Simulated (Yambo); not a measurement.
TlAsF6 (space group R-3, No. 148), G0W0@PBEsol in Yambo with this input:

```
rim_cut
gw0
dyson
el_el_corr
HF_and_locXC
ppa
em1d
RandQpts= 1000000
RandGvec= 1 Ry
EXXRLvcs= 84 Ry
VXCRLvcs= 336 Ry
Chimod= "HARTREE"
% BndsRnXp
 1 | 232 |
%
NGsBlkXp= 8 Ry
% LongDrXp
 1.0 | 1.0 | 1.0 |
%
PPAPntXp= 27.2114 eV
% GbndRnge
 1 | 232 |
%
GTermKind= "BG"
DysSolver= "n"
ExtendOut
```

On a 2×2×2 mesh, with wavefunctions cut at 84 Ry, the gap (F → L) is 8.700 eV and the valence edge shifts by -2.270 eV.

Question: What happens with this change: no random integration?

Answer: The gap falls by 0.113 eV, to 8.587 eV; the shift of the valence edge becomes -2.000 eV. Neither run is shown to be the converged limit. The mesh misses a band edge: along a dense path the PBEsol gap is 4.70 eV against 4.78 eV on the mesh.

The standard potentials for As, Tl keep a d shell in the valence without the s and p states of that shell. In tests on such compounds this moved G0W0 gaps by up to about 0.9 eV, so absolute quasiparticle energies here are unreliable; differences between settings are what counts.

Spin-orbit coupling is not included.

Geometry relaxed with PBE+D3(BJ); primitive cell a = b = c = 5.0895 Å, α = β = γ = 96.92°.

The structure is a Materials Project entry; no match was found in the copy of COD used, and its stability was not checked.

A shift is the quasiparticle energy of the state minus its PBEsol energy.
